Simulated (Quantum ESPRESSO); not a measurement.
pw.x input (Quantum ESPRESSO 7.5; PBEsol, PseudoDojo standard norm-conserving files, scalar-relativistic):

```
&CONTROL
  calculation = 'scf'
  pseudo_dir = './pseudo'
  outdir = './out'
  tprnfor = .true.
  tstress = .true.
/
&SYSTEM
  ibrav = 0
  nat = 4
  ntyp = 2
  ecutwfc = 84.0
  ecutrho = 336.0
  occupations = 'smearing'
  smearing = 'fd'
  degauss = 0.005
  nbnd = 36
/
&ELECTRONS
  conv_thr = 4e-10
/
ATOMIC_SPECIES
Nb 92.9064 Nb.upf
Ru 101.0700 Ru.upf
CELL_PARAMETERS angstrom
  3.885110000000   0.000000000000   0.000000000000
  0.000000000000   3.885110000000   0.000000000000
  0.000000000000   0.000000000000   3.885110000000
ATOMIC_POSITIONS crystal
Nb   0.000000000000   0.000000000000   0.000000000000
Ru   0.000000000000   0.500000000000   0.500000000000
Ru   0.500000000000   0.000000000000   0.500000000000
Ru   0.500000000000   0.500000000000   0.000000000000
K_POINTS automatic
12 12 12 0 0 0
```

End of the output:

```

[...]
     the Fermi energy is    21.6389 ev
!    total energy              =    -730.68610072 Ry
     estimated scf accuracy    <          9.4E-12 Ry
     smearing contrib. (-TS)   =      -0.00490768 Ry
     internal energy E=F+TS    =    -730.68119304 Ry
     The total energy is F=E-TS. E is the sum of the following terms:
     one-electron contribution =    -125.33097177 Ry
     hartree contribution      =     105.46118749 Ry
     xc contribution           =    -127.80843138 Ry
     ewald contribution        =    -583.00297739 Ry
     convergence has been achieved in  14 iterations
     Forces acting on atoms (cartesian axes, Ry/au):
     atom    1 type  1   force =     0.00000000    0.00000000    0.00000000
     atom    2 type  2   force =     0.00000000    0.00000000    0.00000000
     atom    3 type  2   force =     0.00000000    0.00000000    0.00000000
     atom    4 type  2   force =     0.00000000    0.00000000    0.00000000
     Total force =     0.000000     Total SCF correction =     0.000000
     Computing stress (Cartesian axis) and pressure
          total   stress  (Ry/bohr**3)                   (kbar)     P=      -68.96
  -0.00046880   0.00000000   0.00000000          -68.96        0.00        0.00
   0.00000000  -0.00046880   0.00000000            0.00      -68.96        0.00
   0.00000000   0.00000000  -0.00046880            0.00        0.00      -68.96
```

Spin-orbit coupling is not included.

Geometry of the Materials Project entry, not relaxed at this level.
